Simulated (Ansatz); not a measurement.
## Mg₅ZnN₄ — coordination and ¹⁴N quadrupole coupling

Cell: a Materials Project structure (computed, not necessarily an observed phase), atoms as given.

Space group Pmmn:1 (No. 59); a = 6.7593, b = 7.1474, c = 5.1834 Å.

```
site  Wyckoff  site symmetry       x       y       z
 Mg1       8g              1  0.2526  0.3009  0.7506
 Mg9       2a            mm2  0.5000  0.5000  0.2776
  Zn       2b            mm2  0.0000  0.5000  0.2733
 N13       4f            .m.  0.7487  0.5000  0.0471
 N17       4e            m..  0.5000  0.2520  0.4974
```

One atom of each set is listed.

All values are calculated (Ansatz; DFT, r2SCAN, plane waves and PAW, scalar-relativistic, 500 eV cutoff, Γ-centred 4×4×6 k-points, Fermi–Dirac smearing 0.02 eV), not measured.

Q(¹⁴N) = 20.44 mb.

Task: Rank these N sites by |C_Q|, smallest first.
A. N17: 5 Mg at 2.11–2.17 Å, 1 Zn at 2.16 Å
B. N13: 5 Mg at 2.06–2.39 Å, 1 Zn at 2.06 Å

Result: A (0.669 MHz, η = 0.06), B (1.29 MHz, η = 0.13).

At N17 V_zz points along its one bond to Zn (within 7°). Like point charges on the first shell alone (each adding as 1/d³) would put N17 above N13: the covalent part of each bond and the atoms beyond the first shell count as well.
